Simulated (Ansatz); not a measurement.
A distorted cell of BN (h-BN type, space group P6_3/mmc):

```xyz
4
Lattice="2.4193 0.0000 0.0000 -1.2097 2.0952 0.0000 0.0000 0.0000 6.3879" Properties=species:S:1:pos:R:3 pbc="T T T"
B      0.0000     1.3968     1.5970
B      1.2097     0.6984     4.7909
N      0.0000     1.3968     4.7909
N      1.2097     0.6984     1.5970
```

Method: PBE-D3(BJ) (plane waves to 420 eV, PAW, scalar-relativistic; Ansatz, a program for electronic structure). k mesh 15×15×5 (Γ-centred), Fermi-Dirac smearing 0.05 eV. E stands for the smeared free energy. Compression counts positive. BN was relaxed with its symmetry unable to fall. The PAW data are Ansatz's earlier set.

### Question
What is the stress tensor (GPa)?

### Answer
```
   46.1      0.0      0.0
    0.0     46.1      0.0
    0.0      0.0      1.2
```
The pressure, a third of the trace, is 31.1 GPa.

### Question
It is the relaxed cell scaled evenly to V/V₀ = 0.900, atoms relaxed where free. What is its energy relative to the relaxed cell?

### Answer
80.2 meV/atom.

(A scan under strain: stresses follow from slopes of the energy per volume, elastic moduli from its curvatures.)
